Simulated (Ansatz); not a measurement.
A relaxed cell of AlRu (Pm-3m (No. 221)), relaxed on a k-mesh at least as fine as the one used below. Computed with PBEsol (plane waves to 420 eV, PAW, scalar-relativistic; Ansatz, a quantum-chemistry and plane-wave program). Γ-centred k-mesh 6×11×11 on the run's cell (coarser than for final values), Fermi–Dirac smearing 0.05 eV.

```
AlRu
1.0
    5.95272     0.00000     0.00000
    0.00000     2.97636     0.00000
    0.00000     0.00000     2.97636
Al Ru
2 2
Cartesian
  0.00000   0.00000   0.00000
  2.97636   0.00000   0.00000
  1.48818   1.48818   1.48818
  4.46454   1.48818   1.48818
```

Every atom was then displaced, and the forces became (eV/Å):

| atom | Fx | Fy | Fz |
|---|---|---|---|
| Al1 | 1.83 | 1.79 | -1.88 |
| Al2 | 1.03 | -1.06 | 0.21 |
| Ru3 | -1.44 | 0.91 | -0.08 |
| Ru4 | -1.43 | -1.64 | 1.75 |

Q: Which atom was moved farthest relative to the others, and in which direction?

A: Al1, by (-0.07, -0.14, 0.14) Å (0.21 Å, mean shift removed); the next is Ru4 with 0.14 Å. Its force makes an angle of 164° with its move.

All displacements (Å):

| atom | ux | uy | uz |
|---|---|---|---|
| Al1 | -0.101 | -0.180 | 0.139 |
| Al2 | -0.077 | 0.070 | -0.049 |
| Ru3 | 0.050 | -0.098 | 0.002 |
| Ru4 | 0.003 | 0.059 | -0.096 |

Q: Estimate the energy cost of the displacement in the harmonic approximation and compare with the calculation.

A: For a harmonic well ΔE = −½ Σ F·u = 0.681 eV a cell, or 170 meV/atom. The calculated energy relative to the undisplaced cell is +0.15 eV/atom, so the harmonic estimate holds well.

No spin polarisation in the result.

The run that gave the undisplaced cell could not lose the symmetry of its start; a randomly shaken copy of 4 atoms returns to this structure.
